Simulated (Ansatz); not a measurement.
AlRu in space group Fd-3m (No. 227; Al on 8b, Ru on 8a) under volume change, PBE (plane waves, PAW; program Ansatz), scaled uniformly.

| V (Å³/atom) | E − E(relaxed) (meV/atom) | P (GPa) |
|---|---|---|
| 12.896 | 80.8 | 22.12 |
| 13.321 | … | … |
| 13.746 | 8.0 | 6.19 |
| 14.171 | 0.0 | 0.00 |
| 14.597 | … | … |
| 15.022 | 27.1 | -9.69 |
| 15.447 | 58.0 | -13.44 |

Q: What belongs in the gaps?

A: 
- 13.321, E − E(relaxed) (meV/atom): 33.8
- 13.321, P (GPa): 13.50
- 14.597, E − E(relaxed) (meV/atom): 7.2
- 14.597, P (GPa): -5.25

Q: What does a third-order Birch–Murnaghan fit give for V₀, B₀ and B′?

A: V₀ = 14.17 Å³/atom, B₀ = 190 GPa, B′ = 4.5.

A made-up cell: these elements were put on the sites of a structure type; neither database checked (COD, Materials Project) lists it. COD files the formula under space group No. 221, so this cell is another polymorph or a model. Whether it is the stable phase at ambient conditions was not checked. Symmetry was held in the PBE relaxation; its stability against distortions is not shown here. The run is not spin-polarised. Scalar-relativistic: spin–orbit coupling is off unless named, which matters more the heavier the elements.

Potentials: the later of the program's two PAW sets.
